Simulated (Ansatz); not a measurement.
Crystals of one structure type (zinc blende) and one family of elements, relaxed and computed with the program Ansatz at the HSE06 level (PAW).

| crystal | V (Å³/atom) | B₀ by P(V) fit (GPa) |
|---|---|---|
| ZnS | 19.96 | 75.0 |
| CdS | 25.49 | ? |
| HgS | 25.98 | 59.4 |
| CdSe | 29.00 | 50.4 |
| CdTe | 35.35 | 39.6 |

Task: Fit a straight line to ln B₀ against ln V and predict the withheld value.

Result: Least squares on the 4 shown rows: ln B₀ = -1.12 × ln V + (7.692), with a scatter of 3 %. For CdS this gives 58.3. The run itself gave 59.4, within the scatter.

All cells were relaxed under the symmetry of their starts (and spin orders); stability against distortions was not tested throughout. Scalar-relativistic: spin–orbit coupling is off unless named, which matters more the heavier the elements.

Potentials: the later of the program's two PAW sets.
